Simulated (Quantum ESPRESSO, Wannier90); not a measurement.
**Wannierisation of BeTe (zinc blende)**

Structure: Materials Project mp-252, symmetrised, not relaxed again. COD (Crystallography Open Database) has an entry of this formula and space group (matched by these alone). Method: PBE plane waves in Quantum ESPRESSO 7.5 (PseudoDojo norm-conserving files, 71 Ry, no spin polarisation, no spin-orbit coupling), Bloch states on a 10×10×10 mesh through Γ, Wannier90 4.0.1. Density: 10×10×10 mesh, cold smearing 0.01 Ry. Spin-orbit coupling is left out although heavy elements are present.

The plane-wave run has 21 bands and 20 electrons a cell. On the energy scale of pw.x, whose zero is arbitrary, the valence-band maximum lies at 7.51 eV.

Input w.win, without the blocks of cell, atoms and k-points (1000 lines):

```
num_bands = 15
num_wann = 9
exclude_bands = 1-6
num_iter = 800
conv_tol = 1.0e-6
conv_window = 4
dis_num_iter = 1000
dis_conv_tol = 1.0e-6
dis_froz_max = 11.04
write_hr = true
write_u_matrices = true
begin projections
Be: s;p
Te: s;p
end projections
mp_grid = 10 10 10
```

Question: This input has a fault. Which, and what does the program do?

Answer: wannier90.x -pp stops with:
```
w90_readwrite_get_projections: too few projection functions defined
```
The projections block defines fewer trial orbitals than num_wann. Mended as below, all else unchanged, the run goes through (Ω_I = 12.3 Å²) and follows the plane-wave bands to 8.7 meV rms (states up to 3.0 eV relative to the valence-band maximum).
```
num_wann = 8
```
